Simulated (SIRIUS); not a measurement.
A self-consistent single point of C (P6_3/mmc, 4 atoms in the cell; from Materials Project mp-48, lattice scaled a little) with SIRIUS.

All values come from this method and carry its errors: PBE, PseudoDojo 0.5 standard norm-conserving PBE (tails mended) pseudopotentials (plane waves; SIRIUS).

```yaml
crystal:
  lattice:
    - [2.44286, 0.00000, 0.00000]
    - [-1.22143, 2.11558, 0.00000]
    - [0.00000, 0.00000, 7.72582]
  atoms:
    - { symbol: C, position: [0.00000, 0.00000, 0.25000] }
    - { symbol: C, position: [0.00000, 0.00000, 0.75000] }
    - { symbol: C, position: [0.33333, 0.66667, 0.25000] }
    - { symbol: C, position: [0.66667, 0.33333, 0.75000] }
```

Reference input (self-consistent single point, DFT, PBE, plane waves, PseudoDojo 0.5 standard norm-conserving PBE (tails mended) pseudopotentials): parameters.ngridk = 12 12 4; parameters.xc_functionals = [XC_GGA_X_PBE, XC_GGA_C_PBE]; parameters.gk_cutoff = 9.055 1/bohr; parameters.pw_cutoff = 18.111 1/bohr; parameters.smearing = fermi_dirac; parameters.smearing_width = 0.00367493 Ha; potentials = PseudoDojo 0.5 standard norm-conserving PBE (tails mended) pseudopotentials; parameters.electronic_structure_method = pseudopotential; parameters.num_bands = 12; parameters.num_mag_dims = 0; parameters.num_dft_iter = 100; parameters.energy_tol = 1e-07 Ha. This run's input differs from it in these lines:

```diff
@@ -16,3 +16,3 @@
     "pw_cutoff": 18.111,
-    "ngridk": [12, 12, 4],
+    "ngridk": [17, 17, 5],
     "smearing": "fermi_dirac",
```

Output (repeated stretches shortened):

```
[find] density tolerance         : 1e-06
[find] total energy tolerance    : 1e-07
[find] iter_solver_tol (initial) : 0.01
[find] iter_solver_tol (target)  : 1e-13
[find] num_dft_iter              : 100
Charges and magnetic moments
--------------------------------------------------------------------------------
total charge          : 16.000000
[find] | SCF iteration   0 out of 100|
[diagonalize] iterative solver tolerance (occupied, empty): 0.01 0.01
[diagonalize] average number of iterations: 2.82828
[find] Charges and magnetic moments
[find] total charge          : 16.000000
[find] Energy
   [... lines left out ...]

[find] Charges and magnetic moments
[find] total charge          : 16.000000
[find] Energy
[find] smearing (-TS)                 :      -0.00002241
[find] Total energy                   :     -24.09467192 (Ha),     -48.18934383 (Ry)
[find] Free energy (E-TS)             :     -24.09469433 (Ha),     -48.18938866 (Ry)
[find] band gap (eV)                  :       0.87876103
[find] Efermi                         :       0.21139636
[find] iteration : 12, RMS (target) : 5.8107e-07 (1.0000e-06) , energy difference (target) : 8.7539e-12 (1.0000e-07)
[find] bands are converged : false
[find] iterative solver converged : true
[find] converged after 13 SCF iterations!
[find] Charges and magnetic moments
[find] total charge          : 16.000000
[find] Energy
[find] smearing (-TS)                 :      -0.00002241
[find] Total energy                   :     -24.09467192 (Ha),     -48.18934383 (Ry)
[find] Free energy (E-TS)             :     -24.09469433 (Ha),     -48.18938866 (Ry)
[find] band gap (eV)                  :       0.87876103
[find] Efermi                         :       0.21139636
[ground_state] === stress tensor components [kbar] ===
[ground_state] === stress_total ===
[ground_state]  -105.477087    0.000000   -0.000000
[ground_state]     0.000000 -105.477115   -0.000000
[ground_state]    -0.000000   -0.000000   -3.909768
[ground_state] ==== total Forces in Ha/bohr =====
[ground_state] atom:    0, force:       0.0000000      0.0000000      0.0000000
   [... zero for the other atoms too ...]
```

The run converged in 13 iterations. SIRIUS prints the stress tensor with tension positive. Against the reference run the free energy falls by 1.8 meV/atom and the pressure moves little (7.20 to 7.16 GPa).

This run is one point of a test of settings, so its values need not be converged; read them against the reference run alone. The structure comes from a collection of computed structures, made at another level of theory; the collection holds predicted forms beside known ones. Its lattice was then scaled.

Cost on one core: roughly 70 core-seconds.

The gap that the log prints is read on the run's mesh, which can miss the band edges or a crossing.

“Tails mended”: in these copies of the files the far tail of each local potential was reset to the Coulomb form.
